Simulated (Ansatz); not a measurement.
## Stability checks on a candidate for Be3As2

The structure comes from a generated guess, relaxed at this level; another structure or a mixture of phases may lie lower.

Computed with DFT PBE, scalar-relativistic, plane waves, PAW (Ansatz). Plane waves to 420 eV, a 10×10×6 mesh through Γ for the 5-atom cell and 0.02 eV Gaussian smearing; no spin polarisation.

```
Be As
1.0
     3.09290   -1.97366    0.00000
     3.09290    1.97366    0.00000
    -1.24991    0.00000    5.89598
Be As
3 2
Direct
  0.68703 0.59964 0.37637
  0.76457 0.23543 0.00000
  0.40036 0.31297 0.62363
  0.34316 0.19496 0.23569
  0.80504 0.65684 0.76431
```

Formation energies are uncorrected and refer to the elements' standard structures at the same level.

Problem. These tests were run: energy against the elements; phonons on a 2×2×1 q mesh. What do they show?

Solution.

```
                       test                                                                                    result
energy against the elements                                                                            −0.066 eV/atom
  phonons on a 2×2×1 q mesh  no imaginary mode on the mesh, but the interpolation dips to 56i cm⁻¹ between its points
```

It fails none of these tests outright. Other phases of the system weren't compared here, so this isn't yet thermodynamic stability. Undecided within the accuracy: phonons on a 2×2×1 q mesh.

The reference form of As is held partly by dispersion forces, which this level lacks. The run for the phonons used a 10×10×6 k mesh.
